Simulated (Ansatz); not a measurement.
The relaxed structure here is a generated cell of TiAl: the first start was made by placing the elements on the sites of a structure type, and the end was not matched to a known phase here, so it may be hypothetical. Known forms of TiAl include space group No. 123.

A relaxed structure of TiAl. Space group Fm-3m (No. 225), rock salt type. Method: PBE (plane waves to 420 eV, PAW, scalar-relativistic; Ansatz, a quantum-chemistry and plane-wave program).

```xyz
2
Lattice="0.0000 2.6456 2.6456 2.6456 0.0000 2.6456 2.6456 2.6456 0.0000" Properties=species:S:1:pos:R:3 pbc="T T T"
Al     0.0000     0.0000     0.0000
Ti     2.6456     2.6456     2.6456
```

| Item | Result |
|---|---|
| Volume per atom | 18.52 Å³ |
| Band gap | zero (metallic) |
| Shortest distances | Al–Ti 2.65 Å |
| k-mesh | 15×15×15 |

No spin polarisation in the result.

The run could not lose the symmetry of its start, so the end can be a saddle point.

All atoms sit on sites fixed by symmetry, so only the cell could relax.
